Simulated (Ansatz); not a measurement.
Nuclear-site quantities of Ge as the cell is scaled

```
CELL_PARAMETERS angstrom
0.00000 2.82877 2.82877
2.82877 0.00000 2.82877
2.82877 2.82877 0.00000
ATOMIC_POSITIONS crystal
Ge 0.50000 0.50000 0.50000
Ge 0.75000 0.75000 0.75000
```

Atoms are numbered in the order listed.

The structure is an experimental refinement, used without relaxation.

Theory: Ansatz 0.2.0, DFT, LDA, all-electron PAW with datasets made for the crystal, scalar-relativistic.

Sampling and basis: a Γ-centred 10×10×10 k mesh, Fermi–Dirac smearing of 0.05 eV, cutoff 140 eV (chosen by the program for this cell), no spin polarisation.

The contact density is the mean electron density over the nuclear volume; its changes set Mössbauer isomer shifts. Changes below are taken from the unscaled cell, where it is 209279 e/Å³ at Ge1.

Volumes at which the program chose other datasets or cutoffs are left out.

| V/V(cell) | P (GPa) | Δρ(0) Ge1 (e/Å³) |
| --- | --- | --- |
| 0.9900 | -0.6 | -0.47 |
| 1.0000 | -1.3 | 0.00 |
| 1.0100 | -1.9 | ? |
| 1.0200 | -2.5 | 0.93 |
| 1.0400 | -3.6 | ? |
| 1.0600 | -4.6 | ? |

(1) Give the missing entry: row "1.0100", column "Δρ(0) Ge1 (e/Å³)".

(2) Give the missing entry: row "1.0600", column "Δρ(0) Ge1 (e/Å³)".

(3) Fill in "Δρ(0) Ge1 (e/Å³)" for the row "1.0400".

The datasets are made afresh for each cell, so very small changes are uncertain.

Results:

(1) 0.46.

(2) 2.87.

(3) 1.94.
